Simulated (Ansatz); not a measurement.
The guess for Ge3Pd was made by a generator: random cell by space group and Wyckoff sites (P4mm, No. 99). The dimensions are guesses.

```cif
data_structure
_symmetry_space_group_name_H-M 'P 1'
_symmetry_Int_Tables_number 1
_cell_length_a 3.4937
_cell_length_b 3.4937
_cell_length_c 5.8435
_cell_angle_alpha 90.000
_cell_angle_beta 90.000
_cell_angle_gamma 90.000
_cell_volume 71.32
loop_
_atom_site_label
_atom_site_type_symbol
_atom_site_fract_x
_atom_site_fract_y
_atom_site_fract_z
_atom_site_occupancy
Ge1 Ge 0.50000 0.00000 0.19093 1
Ge2 Ge 0.00000 0.50000 0.19093 1
Ge3 Ge 0.00000 0.00000 0.56348 1
Pd1 Pd 0.50000 0.50000 0.45996 1
```

Theory: Ansatz, DFT PBE, scalar-relativistic, plane waves, PAW. Cutoff 420 eV, Gaussian smearing, Γ-centred meshes. Cell and atoms relax first on a coarse mesh and then on a finer one. In between, the cell is made exact in the group found at 0.06 Å. In metals the finer mesh still leaves noise of several meV/atom or more. The steps can't lower the symmetry of their start. No spin polarisation in the relaxation; trial moments died out in a coarse test.

A guess keeps its type if space group and coordination stay and the shape of the cell changes little (axis ratios within about 15 %, angles within 6°); the volume may change.

**Question.** Does this structure survive the relaxation?

**Answer.** It doesn't keep its type. The symmetry stays P4mm (No. 99). The volume per atom grows by 2.1 %, from 17.8 to 18.2 Å³. The shortest distance goes from 2.35 Å (Ge–Pd) to 2.67 Å (Ge–Pd). The ratio c/a of the conventional cell changes by a factor of 0.62. Counting neighbours within 15 % of an atom's shortest distance, the start has Ge 6/8, Pd 8 and the end Ge 8/12, Pd 8. In detail, at the end Ge on a site of symmetry 2mm is surrounded by 2 Pd at 2.67 Å, 6 Ge at 2.83–2.92 Å, 2 Ge at 3.12 Å and 2 Pd at 3.30 Å; Ge on a site of symmetry 4mm has 4 Ge at 2.83 Å, 4 Pd at 2.99 Å and 4 Ge at 3.12 Å; around Pd lie 4 Ge at 2.67 Å, 4 Ge at 2.99 Å and 4 Ge at 3.30 Å.

Space group P4mm (No. 99). a = 4.127 Å, b = 4.127 Å, c = 4.275 Å, α = 90.00°, β = 90.00°, γ = 90.00°
| atom | site | symmetry | x | y | z |
| --- | --- | --- | --- | --- | --- |
| Ge | 2c | 2mm. | 0.5000 | 0.0000 | 0.1150 |
| Ge | 1a | 4mm | 0.0000 | 0.0000 | 0.6622 |
| Pd | 1b | 4mm | 0.5000 | 0.5000 | 0.5130 |

Formation energies are uncorrected and refer to the elements' standard structures at the same level.

**Question.** At what energy does it end?

**Answer.** +0.06 eV/atom. The separate elements lie lower, so it is unstable against them.

The last run used a 12×12×10 mesh (in the run's order of axes) for its 4-atom cell and Gaussian smearing of 0.10 eV. Symmetry constrained the relaxation, so the result can be a saddle point. Another cell of Ge3Pd relaxed alike, in P-62m, lies 31 meV/atom lower, so this cell isn't the stable form at this level.

In counts of neighbours, a slash parts the counts of unlike sites.
